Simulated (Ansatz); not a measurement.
# Electric field gradients in ScSiPd

Computed with Ansatz 0.2.0, DFT PBEsol, scalar-relativistic, plane waves, PAW. Cutoff 420 eV, 6×10×6 k-points (Γ-centred), Fermi-Dirac smearing of 0.15 eV. No spin polarisation.

The cell, relaxed at this level:
```xyz
12
Lattice="6.5150 0.0000 0.0000 0.0000 3.9626 0.0000 0.0000 0.0000 7.4798" Properties=species:S:1:pos:R:3 pbc="T T T"
Sc    0.1302    0.9906    5.1143
Sc    3.3877    0.9906    6.1054
Sc    6.3848    2.9719    2.3655
Sc    3.1273    2.9719    1.3744
Si    1.7819    0.9906    2.8559
Si    5.0394    0.9906    0.8840
Si    4.7331    2.9719    4.6239
Si    1.4756    2.9719    6.5957
Pd    1.0085    0.9906    0.4877
Pd    4.2660    0.9906    3.2522
Pd    5.5065    2.9719    6.9920
Pd    2.2490    2.9719    4.2276
```

In a metal these results depend on the k mesh and the smearing. Spin–orbit coupling is left out, which matters for gradients at heavy nuclei.

Give V_zz (10²¹ V/m²) and the asymmetry η at each distinct site.

Results:

| atom | V_zz | η |
| --- | --- | --- |
| Sc (atom 1) | -1.11 | 0.40 |
| Si (atom 5) | -0.941 | 0.99 |
| Pd (atom 9) | -2.91 | 0.59 |

Whether ScSiPd exists in this form wasn't checked.

Cost: 1 run of about 1.6 core-minutes, on Intel Xeon Platinum 8259CL (Skylake/Cascade Lake) (shared hosts).